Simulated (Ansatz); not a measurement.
Values for one crystal, relaxed and computed with DFT-r²SCAN in the program Ansatz with PAW potentials; other levels are named.

| Quantity | Result |
|---|---|
| Volume per atom | 14.02 Å³ |
| Electronic character | metallic (no gap) |
| Formation energy from the elements (no fitted shifts) | 0.032 eV/atom |
| Bulk modulus (Birch–Murnaghan fit) | 121 GPa |
| Pressure derivative B′ | 5.7 |
| Density of states at the Fermi level | 0.25 states/eV per atom (mean over ±0.08 eV) |

Task: Which of these materials gives this?
(A) LaCu5, P6/mmm (La on 1a, Cu on 3g, Cu on 2c)
(B) Ni3Sn4, C2/m (Ni on 2a, Ni on 4i, Sn on 4i, Sn on 4i)
(C) BaSn, Cmcm (Ba on 4c, Sn on 4c)
(D) Cu3Sn, Pmmn (Cu on 2b, Cu on 4e, Sn on 2a)

Result: D, Cu3Sn, Pmmn (Cu on 2b, Cu on 4e, Sn on 2a)

The first step of the workflow began from a Materials Project structure, measured or hypothetical; the Crystallography Open Database files this formula in space group No. 59, but the cells were not matched. Whether it is the stable phase at ambient conditions was not checked. The cell was relaxed with r²SCAN under the symmetry of its start; its stability against distortions is not shown here. The run is not spin-polarised. The references are the lowest solids computed at this level, not always the standard phases. Scalar-relativistic: spin–orbit coupling is off unless named, which matters more the heavier the elements.

Potentials: the later of the program's two PAW sets.
